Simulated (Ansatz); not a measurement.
Relaxed candidate structures of Cu3Sn:

A. P6₃/mmc (No. 194), hP8, AFLOW prototype A3B_hP8_194_h_c (D0_19, as in Ni3Sn); a = 5.5097 Å, b = 5.5097 Å, c = 4.2753 Å, α = 90.00°, β = 90.00°, γ = 120.00°; Cu 6h (0.311, 0.155, 0.250); Sn 2c (0.333, 0.667, 0.250)

B. Fm-3m (No. 225), cF16, AFLOW prototype AB3_cF16_225_a_bc (D0_3, as in BiF3); a = b = c = 6.0816 Å, α = β = γ = 90.00°; Sn 4a (0.000, 0.000, 0.000); Cu 4b (0.500, 0.500, 0.500); Cu 8c (0.250, 0.250, 0.250)

### Question
Put the candidates in order of energy per atom, lowest first, for r2SCAN (plane waves to 500 eV, PAW, scalar-relativistic; Ansatz, a first-principles code).

### Answer
A (reference, the lowest among the structures calculated here), B (+0.06 eV/atom)

Each run could gain symmetry but not lose that of its start, so entries can be saddle points. All of these are generated cells (placed on structure types, drawn at random, substituted or restacked) that were not matched to a known phase here. The real structure of this composition may not be among these. Static energies at zero pressure. No spin polarisation in the result.
